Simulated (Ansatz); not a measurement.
# What moves the field gradients of Bi2Te2Pb2S3?

Cell of run 1: an entry of the Crystallography Open Database (COD; perhaps a calculated or model structure).

```cif
data_Bi2Te2Pb2S3
_symmetry_space_group_name_H-M 'P-3m1'
_symmetry_Int_Tables_number 164
_cell_length_a 4.2579
_cell_length_b 4.2579
_cell_length_c 16.9431
_cell_angle_alpha 90.000
_cell_angle_beta 90.000
_cell_angle_gamma 120.000
loop_
_atom_site_label
_atom_site_type_symbol
_atom_site_symmetry_multiplicity
_atom_site_Wyckoff_symbol
_atom_site_fract_x
_atom_site_fract_y
_atom_site_fract_z
Bi Bi 2 c 0.0000 0.0000 0.1948
Te Te 2 d 0.3333 0.6667 0.9106
Pb Pb 2 d 0.3333 0.6667 0.6012
S7 S 2 d 0.3333 0.6667 0.2982
S9 S 1 b 0.0000 0.0000 0.5000
```

One atom of each set is listed.

Relaxed positions (PBE, cell held):

Bi (0.0000, 0.0000, 0.1954)
Te (0.3333, 0.6667, 0.9104)
Pb (0.3333, 0.6667, 0.6010)
S7 (0.3333, 0.6667, 0.2988)
S9 (0.0000, 0.0000, 0.5000)

All runs are DFT with Ansatz 0.2.0 (plane waves and PAW, scalar-relativistic unless spin–orbit coupling is named, Γ-centred meshes, Fermi–Dirac smearing where given) in this cell.

Run 1: PBE, atoms as given; 420 eV, 8×8×2 k-points, smearing 0.02 eV.
Run 2: PBE, atoms relaxed; 420 eV, 8×8×2 k-points, smearing 0.02 eV.
Run 3: r2SCAN, at the relaxed atoms; 500 eV, 8×8×2 k-points, smearing 0.02 eV.

Q: What does each run give, and what moves the gradients most?

A: 

| run | Te V_zz (η) | Pb V_zz (η) | S7 V_zz (η) |
| --- | --- | --- | --- |
| 1 | 0.60 (0.00) | 0.59 (0.00) | 0.19 (0.00) |
| 2 | 1.01 (0.00) | 0.69 (0.00) | 0.14 (0.00) |
| 3 | 0.35 (0.00) | 0.64 (0.00) | 0.071 (0.00) |

V_zz in 10²¹ V/m²; 3 of the 5 sets of like atoms are followed. Against run 1, the gradient tensors on these sites move by at most 0.41 in run 2 (Te), 0.25 in run 3 (Te). Taken one at a time, the functional (r2SCAN with its higher cutoff) moves the tensors on these sites by up to 0.66 (largest principal value of the change, on Te), the positions of the atoms (as given or relaxed) by 0.41 (Te).

Leaving out spin–orbit coupling shifts gradients on Pb by a few per cent in wide-gap crystals, and can shift them far more where the calculated gap is small or absent, as here. In runs 1, 2, 3 the gap is small for the k-mesh or the smearing, and small gradients can still move by 0.1 × 10²¹ V/m² or more. Run 1: The values hang on the deposited positions: relaxing the atoms moves V_zz on Te from 0.60 to 1.01.
